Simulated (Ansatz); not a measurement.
Theory: Ansatz, DFT PBE, scalar-relativistic, plane waves, PAW. All cells share a 420 eV cutoff and Γ-centred k meshes spaced at most about 0.3 Å⁻¹ (2π included). No spin polarisation in the final relaxations.

These are static total energies at zero pressure.

Two relaxed structures of Al₂InSb₃:

A. Space group P3m1 (No. 156), trigonal, a = 4.481 Å, c = 22.174 Å. Al on its first site is surrounded by 4 Sb at 2.71–2.73 Å; around Al on its second site lie 4 Sb at 2.70–2.72 Å; Al on its third site has 4 Sb at 2.71–2.73 Å; In on its first site is surrounded by 4 Sb at 2.81–2.87 Å; around Sb on its first site lie 3 Al at 2.73 Å and 1 In at 2.87 Å; 7 more sites not described.

B. Space group I-4m2 (No. 119), tetragonal, a = 4.491 Å, c = 19.109 Å. Al has 4 Sb at 2.71–2.72 Å; In is surrounded by 4 Sb at 2.84 Å; around Sb on a site of symmetry 2mm lie 2 Al at 2.71 Å and 2 In at 2.84 Å; around Sb on a site of symmetry -4m2 lie 4 Al at 2.72 Å.

**Question.** Which would you expect to be lower, and how large is the difference?

**Answer.** B is lower, by 15 meV/atom. A has Al and In ordered on wurtzite sites, space group P3m1 (No. 156), 32.1 Å³/atom and a gap of 0.42 eV on its mesh; B has Al and In ordered on zinc blende sites, space group I-4m2 (No. 119), 32.1 Å³/atom and a gap of 0.56 eV. Both come from invented guesses.

Spin–orbit coupling, which can matter for Sb, is left out. Kohn–Sham gaps at this level usually fall short of measured ones. The missing spin–orbit coupling can work the other way here. Cells relaxed within their symmetry can be saddle points.
